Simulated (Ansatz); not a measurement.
# SbRh, a database entry at a rescaled volume

```xyz
8
Lattice="6.0618 0.0000 0.0000 0.0000 3.9203 0.0000 0.0000 0.0000 6.4195" Properties=species:S:1:pos:R:3 pbc="T T T"
Rh    0.0321    0.9801    1.2467
Rh    2.9988    2.9402    4.4564
Rh    3.0630    0.9801    1.9631
Rh    6.0297    2.9402    5.1729
Sb    1.1814    0.9801    3.7971
Sb    1.8495    2.9402    0.5874
Sb    4.2124    0.9801    5.8321
Sb    4.8804    2.9402    2.6224
```

Level: r2SCAN, no spin polarisation; 500 eV; 6×9×5 Γ-centred mesh; methfessel-paxton occupations (width 0.1557 eV); Ansatz 0.2.0, fixed geometry.

**Formation energy.** -0.52 eV an atom against the elements' usual phases (free molecules for gases, crystals otherwise, with no correction for O₂ or N₂), so it is bound against them; other compounds may still compete. Relaxing would lower it.
**Charges.** Bader charges in e: Sb +0.45, Rh -0.45. In the mean Sb gives up most and Rh takes most.
**Contacts.** Rh–Sb at 2.63 Å: least valence density 0.44 e/Å³ and ELF 0.39 there. These are pseudo-fields; inside the PAW spheres they differ from the all-electron ones.
**At the Fermi level.** It is a metal, with about 3.1 states/eV a cell as the mean within 0.25 eV of the Fermi level, mostly Rh d (61 %) and Sb p (27 %).
**Stress.** The pressure is -3.8 GPa (compression positive), so with the atoms held at these fractions the cell would first shrink.
**Forces.** The largest is on Sb5 (and as large on other atoms): 0.19 eV/Å, components (0.18, 0.00, -0.05). It makes 28° with the line to a nearest neighbour, Rh3 at 2.63 Å, pointing towards it.

Origin: a database entry at a rescaled volume. Caveats: wide smearing.
